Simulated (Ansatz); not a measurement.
Input:

BP:
```cif
data_BP
_chemical_formula_sum 'P1 B1'
_space_group_name_H-M_alt 'P 1'
_space_group_IT_number 1
_cell_length_a 3.05337
_cell_length_b 3.05337
_cell_length_c 3.05337
_cell_angle_alpha 60.000
_cell_angle_beta 60.000
_cell_angle_gamma 60.000
loop_
_space_group_symop_operation_xyz
  'x, y, z'
loop_
_atom_site_label
_atom_site_type_symbol
_atom_site_fract_x
_atom_site_fract_y
_atom_site_fract_z
_atom_site_occupancy
P1 P 0.00000 0.00000 0.00000 1
B1 B 0.50000 0.50000 0.50000 1
```

This is the r²SCAN-relaxed structure.

Q: All from plane-wave PAW r²SCAN (Ansatz code), unless another level is named. Give the bulk modulus (Birch–Murnaghan fit).

A: 162 GPa.

Q: Predict the elastic constants (relaxed ions, GPa).

A: C11 = 219, C12 = 132, C44 = 77.0.

Space group Fm-3m (rock salt). The cell is a constructed one: a structure type filled with these elements; neither database checked (COD, Materials Project) lists it. It is not the phase usual at ambient conditions (space group No. 216). The r²SCAN relaxation kept the symmetry of its start; whether a distortion lowers the energy is not shown. As this level gives no gap, shear constants depend on the k-mesh and smearing (Fermi–Dirac, 0.1 eV here).

Potentials: the later of the program's two PAW sets.
